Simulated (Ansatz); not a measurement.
Input file for Ansatz (a quantum-chemistry and plane-wave program):

Ansatz 0.2 input:
```yaml
crystal:
  lattice:
    - [4.5382265668, 0.0, 0.0]
    - [0.0, 5.4946807599, 0.0]
    - [0.0, 0.0, 4.8796678274]
  atoms:
    - { symbol: Ti, position: [0.5, 0.6751319066, 0.75] }
    - { symbol: Ti, position: [0.5, 0.3248680934, 0.25] }
    - { symbol: Ti, position: [0.0, 0.8248680934, 0.25] }
    - { symbol: Ti, position: [0.0, 0.1751319066, 0.75] }
    - { symbol: O, position: [0.7284138975, 0.6182001094, 0.0812281626] }
    - { symbol: O, position: [0.2715861025, 0.3817998906, 0.9187718374] }
    - { symbol: O, position: [0.7715861025, 0.8817998906, 0.5812281626] }
    - { symbol: O, position: [0.2284138975, 0.1182001094, 0.4187718374] }
    - { symbol: O, position: [0.2284138975, 0.8817998906, 0.9187718374] }
    - { symbol: O, position: [0.7715861025, 0.1182001094, 0.0812281626] }
    - { symbol: O, position: [0.2715861025, 0.6182001094, 0.4187718374] }
    - { symbol: O, position: [0.7284138975, 0.3817998906, 0.5812281626] }
kpoints:
  mp_grid: { grid: [6, 5, 6] }
hamiltonian:
  xc: pbesol
  pseudopotentials: { azcp: { folder: ./paw }, kind: paw }
scf:
  occupations: { method: fixed }
elastic: { mode: relaxed_ion, stencil: two_point, amplitude: 0.005, f_tol: 0.0005 }
```

Output (shortened):

```
Pseudopotential: Ti, paw, valence charge 12
Pseudopotential: O, paw, valence charge 6
Functional definition: PBEsol
Crystal: 12 atoms, lattice volume = 121.680 Å³
Basis set: ecut = 420 eV, 2393 PW (Γ), exchange–correlation on 64×80×72 points (8 copies of the dense FFT grid, shifted against one another)
Bands: 60, of which v1, the nominal top of the filled ones, is band 48 counted from 1 (47 counted from 0)
Symmetry: 8 space group operations
Space group: Pbcn (ITA 60), of the structure as read, at distance tolerance 5.0e-5 Å
k-points: 48 of 180
SCF 1 converged in 14 iterations: F = -14399.341919 eV  dr2 = 7.74e-15
relax step   1: F+E_penalty+E_count = -14399.34191932 eV  Δ(F+E_penalty+E_count) = +0.000e0 eV  max|allowed force component| = 1.986e-3 eV/Å  Δτ_max = 0.0000 Å  (14 SCF iters, accepted)
Crystal: 12 atoms, lattice volume = 121.680 Å³
SCF 2 converged in 10 iterations: F = -14399.341921 eV  dr2 = 8.77e-15
relax step   2: F+E_penalty+E_count = -14399.34192100 eV  Δ(F+E_penalty+E_count) = -1.676e-6 eV  max|allowed force component| = 1.434e-3 eV/Å  Δτ_max = 0.0001 Å  (10 SCF iters, accepted)
Crystal: 12 atoms, lattice volume = 121.680 Å³
SCF 3 converged in 8 iterations: F = -14399.341922 eV  dr2 = 1.70e-14
relax step   3: F+E_penalty+E_count = -14399.34192203 eV  Δ(F+E_penalty+E_count) = -1.035e-6 eV  max|allowed force component| = 1.924e-4 eV/Å  Δτ_max = 0.0002 Å  (8 SCF iters, accepted)
Crystal: 12 atoms, lattice volume = 121.680 Å³
SCF 4 converged in 10 iterations: F = -14399.341922 eV  dr2 = 3.49e-16
Crystal: 12 atoms, lattice volume = 121.072 Å³
Basis set: ecut = 420 eV, 2377 PW (Γ), exchange–correlation on 64×80×72 points (8 copies of the dense FFT grid, shifted against one another)
SCF 5 converged in 12 iterations: F = -14399.338429 eV  dr2 = 1.90e-14
relax step   1: F+E_penalty+E_count = -14399.33842923 eV  Δ(F+E_penalty+E_count) = +0.000e0 eV  max|allowed force component| = 2.878e-2 eV/Å  Δτ_max = 0.0000 Å  (12 SCF iters, accepted)
Crystal: 12 atoms, lattice volume = 121.072 Å³
SCF 6 converged in 10 iterations: F = -14399.338823 eV  dr2 = 5.81e-14
relax step   2: F+E_penalty+E_count = -14399.33882268 eV  Δ(F+E_penalty+E_count) = -3.935e-4 eV  max|allowed force component| = 1.342e-2 eV/Å  Δτ_max = 0.0036 Å  (10 SCF iters, accepted)
Crystal: 12 atoms, lattice volume = 121.072 Å³
SCF 7 converged in 10 iterations: F = -14399.338886 eV  dr2 = 3.99e-15
relax step   3: F+E_penalty+E_count = -14399.33888641 eV  Δ(F+E_penalty+E_count) = -6.373e-5 eV  max|allowed force component| = 7.010e-3 eV/Å  Δτ_max = 0.0007 Å  (10 SCF iters, accepted)
Crystal: 12 atoms, lattice volume = 121.072 Å³
SCF 8 converged in 10 iterations: F = -14399.338902 eV  dr2 = 4.73e-15
relax step   4: F+E_penalty+E_count = -14399.33890199 eV  Δ(F+E_penalty+E_count) = -1.558e-5 eV  max|allowed force component| = 4.156e-4 eV/Å  Δτ_max = 0.0009 Å  (10 SCF iters, accepted)
Crystal: 12 atoms, lattice volume = 121.072 Å³
SCF 9 converged in 10 iterations: F = -14399.338902 eV  dr2 = 2.42e-17
Crystal: 12 atoms, lattice volume = 122.288 Å³
Basis set: ecut = 420 eV, 2413 PW (Γ), exchange–correlation on 64×80×72 points (8 copies of the dense FFT grid, shifted against one another)
SCF 10 converged in 12 iterations: F = -14399.338430 eV  dr2 = 3.68e-14
relax step   1: F+E_penalty+E_count = -14399.33843005 eV  Δ(F+E_penalty+E_count) = +0.000e0 eV  max|allowed force component| = 2.776e-2 eV/Å  Δτ_max = 0.0000 Å  (12 SCF iters, accepted)
Crystal: 12 atoms, lattice volume = 122.288 Å³
[...]
SCF 64 converged in 12 iterations: F = -14399.341286 eV  dr2 = 1.71e-14
relax step   2: F+E_penalty+E_count = -14399.34128593 eV  Δ(F+E_penalty+E_count) = -8.469e-4 eV  max|allowed force component| = 2.412e-2 eV/Å  Δτ_max = 0.0083 Å  (12 SCF iters, accepted)
Crystal: 12 atoms, lattice volume = 121.679 Å³
SCF 65 converged in 11 iterations: F = -14399.341397 eV  dr2 = 1.39e-14
relax step   3: F+E_penalty+E_count = -14399.34139734 eV  Δ(F+E_penalty+E_count) = -1.114e-4 eV  max|allowed force component| = 4.527e-3 eV/Å  Δτ_max = 0.0019 Å  (11 SCF iters, accepted)
Crystal: 12 atoms, lattice volume = 121.679 Å³
SCF 66 converged in 10 iterations: F = -14399.341403 eV  dr2 = 1.09e-14
relax step   4: F+E_penalty+E_count = -14399.34140307 eV  Δ(F+E_penalty+E_count) = -5.728e-6 eV  max|allowed force component| = 3.598e-4 eV/Å  Δτ_max = 0.0005 Å  (10 SCF iters, accepted)
Crystal: 12 atoms, lattice volume = 121.679 Å³
SCF 67 converged in 10 iterations: F = -14399.341403 eV  dr2 = 3.55e-16
SCF converged after 10 iterations
Stability not checked: this state was not tested for a lower state beside it, because too few of the mixer's solves of this state at the end of the SCF gave a …
Free energy (F): -14399.341922 eV
Harris-Foulkes:  -14399.341922 eV  (|F-HF|=1.82e-12)
Internal energy: -14399.341922 eV  (E = F + TS)
E sigma→0 (E₀):  -14399.341922 eV
Fermi energy:    8.945034 eV
--- Per-component energies (eV) ---
  E_band       = -751.430804
  E_kinetic    = 2460.963048
  E_local      = -6155.945012  (includes V_loc(G=0)·N_el)
  E_nonlocal   = 654.792691
  E_hartree    = 2311.633835
  E_xc         = -1029.631484
  E_vxc        = -1309.850434  (∫ρ·V_xc dr)
  E_paw        = -5314.665912  (= ΣΔE_a)
  E_vpaw       = -1024.664611  (= ΣTr[D̂ρ^β])
  E_aug_tail   = 0.005844  (compensation charges beyond the density's cutoff)
  E_ewald      = -7327.334773
  E_core_change = 0.839841  (= ΣΔE_core)
  E_smearing   =  0.000000  (= −TS)
  E_closure    = 0.000000  (closes the sum)
  Σ components = -14399.341922   (vs F -14399.341922, Δ=0.00e0)
--- Forces (eV/Å), atoms counted from 1 ---
  atom   1  Ti     0.00000000     0.00011748     0.00000000
  atom   2  Ti     0.00000000    -0.00011748     0.00000000
  atom   3  Ti     0.00000000    -0.00011748     0.00000000
  atom   4  Ti     0.00000000     0.00011748     0.00000000
  atom   5  O     -0.00019244     0.00002361     0.00016101
  atom   6  O      0.00019244    -0.00002361    -0.00016101
  atom   7  O      0.00019244    -0.00002361     0.00016101
  atom   8  O     -0.00019244     0.00002361    -0.00016101
  atom   9  O     -0.00019244    -0.00002361    -0.00016101
  atom  10  O      0.00019244     0.00002361     0.00016101
  atom  11  O      0.00019244     0.00002361    -0.00016101
  atom  12  O     -0.00019244    -0.00002361     0.00016101
  max |Σ_I F_I| component: 1.84e-18 eV/Å
--- Stress (GPa, compression-positive) ---
        0.000348       0.000000       0.000000
        0.000000       0.012600       0.000000
        0.000000       0.000000      -0.023783
  P = ⅓ Tr σ = -0.0036 GPa (-0.036 kbar)
--- Band table (eV; the first three rows and the last of 48) ---
  k-point 0: bands = ["-47.0989", "-47.0745", "-47.0665", "-47.0600", "-23.6953", "-23.6047", "-23.5789", "-23.5166", "-23.4972", "-23.4951", "-23.4696", "-23.4465", "-23.3904", "-23.3875", "-23.3664", "-23.3647", "-8.8463", "-7.5926", "-7.4278", "-7.2149", …
  k-point 1: bands = ["-47.0963", "-47.0739", "-47.0670", "-47.0626", "-23.6766", "-23.6227", "-23.5679", "-23.5671", "-23.4724", "-23.4702", "-23.4533", "-23.4392", "-23.4005", "-23.3936", "-23.3829", "-23.3690", "-8.7441", "-7.5950", "-7.4643", "-7.3371", …
  k-point 2: bands = ["-47.0892", "-47.0724", "-47.0697", "-47.0685", "-23.6448", "-23.6255", "-23.6175", "-23.5379", "-23.4849", "-23.4386", "-23.4345", "-23.4341", "-23.4111", "-23.4094", "-23.4029", "-23.3798", "-8.4611", "-7.7172", "-7.5072", "-7.4420", …
  k-point 47: bands = ["-47.0749", "-47.0749", "-47.0749", "-47.0749", "-23.6388", "-23.6388", "-23.6388", "-23.6388", "-23.4287", "-23.4287", "-23.4287", "-23.4287", "-23.3900", "-23.3900", "-23.3900", "-23.3900", "-7.7173", "-7.7173", "-7.7173", "-7.7173", …
--- Elastic constants: 6 strain directions × 2 members + reference (group order 8) ---
  dense FFT box of the reference and of every strained cell: 32×40×36
  strains applied: 11, 22, 33, 23, 13, 12; error gains …
  reference relaxed by the batch: 3 steps …
  largest displacement 3.2e-4 Å; the constants are those of the deck's cell at these positions:
  atoms:
    - { symbol: Ti, position: [0.5, 0.6751719678075518, 0.75] }
    - { symbol: Ti, position: [0.5, 0.324828032192448, 0.24999999999999997] }
    - { symbol: Ti, position: [0.0, 0.8248280321924479, 0.24999999999999997] }
    - { symbol: Ti, position: [0.0, 0.175171967807552, 0.75] }
    - { symbol: O, position: [0.7284122079872671, 0.6181672515949093, 0.08117374293173263] }
    - { symbol: O, position: [0.2715877920127328, 0.3818327484050907, 0.9188262570682671] }
    - { symbol: O, position: [0.7715877920127329, 0.8818327484050904, 0.5811737429317325] }
    - { symbol: O, position: [0.2284122079872671, 0.11816725159490932, 0.41882625706826737] }
    - { symbol: O, position: [0.2284122079872671, 0.8818327484050904, 0.9188262570682671] }
    - { symbol: O, position: [0.7715877920127329, 0.11816725159490932, 0.08117374293173263] }
    - { symbol: O, position: [0.2715877920127328, 0.6181672515949093, 0.41882625706826737] }
    - { symbol: O, position: [0.7284122079872671, 0.3818327484050907, 0.5811737429317325] }
  C = ∂σ_k/∂η_j (tension-positive GPa; Voigt order 11 22 33 23 13 12):
       330.056    174.013    179.838      0.000      0.000      0.000
       174.103    312.465    146.748      0.000      0.000      0.000
       179.785    146.625    375.066      0.000      0.000      0.000
         0.000      0.000      0.000     86.028      0.000      0.000
         0.000      0.000      0.000      0.000    121.101      0.000
         0.000      0.000      0.000      0.000      0.000     69.926
  reference stress σ⁰ (GPa):      0.000     -0.013      0.024      0.000      0.000      0.000
  moduli (Voigt/Reuss/Hill, GPa): K = 224.30/222.76/223.53   G = 89.88/86.00/87.94   E = 233.24   ν = 0.326
  mechanically stable: yes (min eigenvalue of sym C = 69.93 GPa)
  strain η (Voigt 11):  stress-route row diagonal C_11 = 330.06 GPa, energy-path curvature d²(F+E_count+ΔE)/dδ²/Ω₀ = 330.60 GPa
         δ    σ_11 (GPa)             F (eV)   n_scf  n_hpsi   n_pw
    -5.000e-3      -1.6601      -14399.3389020      10   46988   2394   relax 4 steps, max|allowed force component| 4.16e-4 eV/Å
     5.000e-3       1.6404      -14399.3388974      10   47223   2414   relax 3 steps, max|allowed force component| 1.02e-4 eV/Å
  strain η (Voigt 22):  stress-route row diagonal C_22 = 312.47 GPa, energy-path curvature d²(F+E_count+ΔE)/dδ²/Ω₀ = 312.41 GPa
         δ    σ_22 (GPa)             F (eV)   n_scf  n_hpsi   n_pw
    -5.000e-3      -1.6037      -14399.3389547      10   46051   2388   relax 4 steps, max|allowed force component| 3.25e-4 eV/Å
     5.000e-3       1.5209      -14399.3392413      10   47174   2414   relax 3 steps, max|allowed force component| 5.58e-5 eV/Å
  strain η (Voigt 33):  stress-route row diagonal C_33 = 375.07 GPa, energy-path curvature d²(F+E_count+ΔE)/dδ²/Ω₀ = 374.93 GPa
         δ    σ_33 (GPa)             F (eV)   n_scf  n_hpsi   n_pw
    -5.000e-3      -1.8640      -14399.3385378      10   45963   2390   relax 5 steps, max|allowed force component| 2.12e-4 eV/Å
     5.000e-3       1.8867      -14399.3384724      10   47192   2418   relax 3 steps, max|allowed force component| 1.45e-4 eV/Å
  strain η (Voigt 23):  stress-route row diagonal C_44 = 86.03 GPa, energy-path curvature d²(F+E_count+ΔE)/dδ²/Ω₀ = 86.12 GPa
         δ    σ_23 (GPa)             F (eV)   n_scf  n_hpsi   n_pw
    -5.000e-3      -0.4301      -14399.3412316      10   63080   2403   relax 6 steps, max|allowed force component| 1.06e-4 eV/Å
     5.000e-3       0.4302      -14399.3412315      10   62888   2403   relax 3 steps, max|allowed force component| 3.91e-4 eV/Å
  strain η (Voigt 13):  stress-route row diagonal C_55 = 121.10 GPa, energy-path curvature d²(F+E_count+ΔE)/dδ²/Ω₀ = 121.15 GPa
         δ    σ_13 (GPa)             F (eV)   n_scf  n_hpsi   n_pw
    -5.000e-3      -0.6055      -14399.3409364      10   59114   2404   relax 5 steps, max|allowed force component| 7.14e-5 eV/Å
     5.000e-3       0.6055      -14399.3409364      10   59143   2404   relax 4 steps, max|allowed force component| 1.33e-4 eV/Å
  strain η (Voigt 12):  stress-route row diagonal C_66 = 69.93 GPa, energy-path curvature d²(F+E_count+ΔE)/dδ²/Ω₀ = 69.97 GPa
         δ    σ_12 (GPa)             F (eV)   n_scf  n_hpsi   n_pw
    -5.000e-3      -0.3496      -14399.3414031      10   63035   2400   relax 7 steps, max|allowed force component| 5.67e-6 eV/Å
     5.000e-3       0.3496      -14399.3414031      10   62964   2400   relax 4 steps, max|allowed force component| 3.60e-4 eV/Å
```

Cost: roughly 30 core-minutes on shared cores.

This is a known high-pressure phase of the composition, computed here at zero pressure and temperature. The cell was relaxed with PBEsol under the symmetry of its start; its stability against distortions is not shown here. The run is not spin-polarised.

Potentials: the earlier of the program's two PAW sets. The files were generated under PBE; for other functionals the program regenerates the frozen cores, and for LDA and PBEsol the local potential too.

Ansatz is a plane-wave DFT program.
